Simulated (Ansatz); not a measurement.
Input, command and steps of an Ansatz relaxation.

```yaml
crystal:
  lattice:
    - [3.3321509649, 0.0, 0.0]
    - [-1.6660754825, 2.8857273849, 0.0]
    - [0.0, 0.0, 22.5969025061]
  atoms:
    - { symbol: Zn, position: [0.3333333333, 0.6666666667, 0.6356715438] }
    - { symbol: Zn, position: [0.3333333333, 0.6666666667, 0.8643284562] }
    - { symbol: Zn, position: [0.6666666667, 0.3333333333, 0.1356715438] }
    - { symbol: Zn, position: [0.6666666667, 0.3333333333, 0.3643284562] }
    - { symbol: In, position: [0.0, 0.0, 0.5] }
    - { symbol: In, position: [0.0, 0.0, 0.0] }
    - { symbol: Ga, position: [0.0, 0.0, 0.75] }
    - { symbol: Ga, position: [0.0, 0.0, 0.25] }
    - { symbol: O, position: [0.3333333333, 0.6666666667, 0.5481907343] }
    - { symbol: O, position: [0.0, 0.0, 0.6622879479] }
    - { symbol: O, position: [0.3333333333, 0.6666666667, 0.75] }
    - { symbol: O, position: [0.0, 0.0, 0.8377120521] }
    - { symbol: O, position: [0.3333333333, 0.6666666667, 0.9518092657] }
    - { symbol: O, position: [0.6666666667, 0.3333333333, 0.0481907343] }
    - { symbol: O, position: [0.0, 0.0, 0.1622879479] }
    - { symbol: O, position: [0.6666666667, 0.3333333333, 0.25] }
    - { symbol: O, position: [0.0, 0.0, 0.3377120521] }
    - { symbol: O, position: [0.6666666667, 0.3333333333, 0.4518092657] }
basis:
  ecutwfc: 500
kpoints:
  mp_grid: { grid: [12, 12, 2] }
hamiltonian:
  xc: r2scan
scf:
  occupations: { method: gaussian, width: 0.02 }
output:
  forces: true
  stress: true
  eigenvalues: true
relax:
  adjacent_minimum: "off"
  f_tol: 0.01
  max_steps: 30
  cell: { stress_tol: 0.1, fix: [volume] }
```

```bash
ansatz run input.yaml --threads 4 --pin off --max-ram 10240MiB --backend cpu --events-out ev --progress --plain --runs-dir out
```

Theory: Ansatz 0.2.0, DFT r2SCAN, scalar-relativistic, plane waves, PAW.

The volume is held at 1.03 times that of the relaxed cell.

Of 4 frames 3 are shown, positions in Å and forces in eV/Å; the SCF threshold varies from step to step. Steps run on the plane waves of an earlier cell, with a Pulay correction in the pressure. The basis is chosen afresh for the last frame, the zero of the energies, and at times for earlier ones too; energy and pressure can step there, also at an unchanged geometry. Where two frames share a geometry here, they differ by under 2 meV/atom and 0.3 GPa.

```xyz
18
Lattice="3.3322 0.0000 0.0000 -1.6661 2.8857 0.0000 0.0000 0.0000 22.5969" Properties=species:S:1:pos:R:3:forces:R:3 pbc="T T T" step=1 free_energy_over_end_meV_per_atom=0.07 pressure_GPa=-4.83
Zn    0.0000    1.9238   14.3642    0.0000    0.0000    0.0123
Zn    0.0000    1.9238   19.5311    0.0000    0.0000   -0.0123
Zn    1.6661    0.9619    3.0658    0.0000    0.0000    0.0123
Zn    1.6661    0.9619    8.2327    0.0000    0.0000   -0.0123
In    0.0000    0.0000   11.2985    0.0000    0.0000    0.0000
In    0.0000    0.0000    0.0000    0.0000    0.0000    0.0000
Ga    0.0000    0.0000   16.9477    0.0000    0.0000    0.0000
Ga    0.0000    0.0000    5.6492    0.0000    0.0000    0.0000
O     0.0000    1.9238   12.3874    0.0000    0.0000   -0.0809
O     0.0000    0.0000   14.9657    0.0000    0.0000    0.0768
O     0.0000    1.9238   16.9477    0.0000    0.0000    0.0000
O     0.0000    0.0000   18.9297    0.0000    0.0000   -0.0768
O     0.0000    1.9238   21.5079    0.0000    0.0000    0.0809
O     1.6661    0.9619    1.0890    0.0000    0.0000   -0.0809
O     0.0000    0.0000    3.6672    0.0000    0.0000    0.0768
O     1.6661    0.9619    5.6492    0.0000    0.0000    0.0000
O     0.0000    0.0000    7.6312    0.0000    0.0000   -0.0768
O     1.6661    0.9619   10.2095    0.0000    0.0000    0.0809
18
Lattice="3.3325 0.0000 0.0000 -1.6663 2.8861 0.0000 0.0000 0.0000 22.5915" Properties=species:S:1:pos:R:3:forces:R:3 pbc="T T T" step=2 free_energy_over_end_meV_per_atom=0.02 pressure_GPa=-4.79
Zn    0.0000    1.9240   14.3593    0.0000    0.0000    0.0160
Zn    0.0000    1.9240   19.5280    0.0000    0.0000   -0.0160
Zn    1.6663    0.9620    3.0636    0.0000    0.0000    0.0160
Zn    1.6663    0.9620    8.2322    0.0000    0.0000   -0.0160
In    0.0000    0.0000   11.2958    0.0000    0.0000    0.0000
In    0.0000    0.0000    0.0000    0.0000    0.0000    0.0000
Ga    0.0000    0.0000   16.9436    0.0000    0.0000    0.0000
Ga    0.0000    0.0000    5.6479    0.0000    0.0000    0.0000
O     0.0000    1.9240   12.3805    0.0000    0.0000   -0.0129
O     0.0000    0.0000   14.9636    0.0000    0.0000    0.0358
O     0.0000    1.9240   16.9436    0.0000    0.0000    0.0000
O     0.0000    0.0000   18.9237    0.0000    0.0000   -0.0358
O     0.0000    1.9240   21.5068    0.0000    0.0000    0.0129
O     1.6663    0.9620    1.0847    0.0000    0.0000   -0.0129
O     0.0000    0.0000    3.6678    0.0000    0.0000    0.0358
O     1.6663    0.9620    5.6479    0.0000    0.0000    0.0000
O     0.0000    0.0000    7.6279    0.0000    0.0000   -0.0358
O     1.6663    0.9620   10.2111    0.0000    0.0000    0.0129
18
Lattice="3.3323 0.0000 0.0000 -1.6661 2.8858 0.0000 0.0000 0.0000 22.5954" Properties=species:S:1:pos:R:3:forces:R:3 pbc="T T T" step=4 free_energy_over_end_meV_per_atom=0.00 pressure_GPa=-4.77
Zn    0.0000    1.9239   14.3638    0.0000    0.0000    0.0050
Zn    0.0000    1.9239   19.5294    0.0000    0.0000   -0.0050
Zn    1.6661    0.9619    3.0661    0.0000    0.0000    0.0050
Zn    1.6661    0.9619    8.2316    0.0000    0.0000   -0.0050
In    0.0000    0.0000   11.2977    0.0000    0.0000    0.0000
In    0.0000    0.0000    0.0000    0.0000    0.0000    0.0000
Ga    0.0000    0.0000   16.9466    0.0000    0.0000    0.0000
Ga    0.0000    0.0000    5.6489    0.0000    0.0000    0.0000
O     0.0000    1.9239   12.3831    0.0000    0.0000   -0.0007
O     0.0000    0.0000   14.9693    0.0000    0.0000   -0.0008
O     0.0000    1.9239   16.9466    0.0000    0.0000    0.0000
O     0.0000    0.0000   18.9239    0.0000    0.0000    0.0008
O     0.0000    1.9239   21.5101    0.0000    0.0000    0.0007
O     1.6661    0.9619    1.0853    0.0000    0.0000   -0.0007
O     0.0000    0.0000    3.6716    0.0000    0.0000   -0.0008
O     1.6661    0.9619    5.6489    0.0000    0.0000    0.0000
O     0.0000    0.0000    7.6261    0.0000    0.0000    0.0008
O     1.6661    0.9619   10.2124    0.0000    0.0000    0.0007
```

Time: 2.2 min on 4 threads of Intel(R) Xeon(R) Platinum 8259CL CPU @ 2.50GHz (Skylake/Cascade Lake), with other jobs on the host, peak memory 1.9 GiB.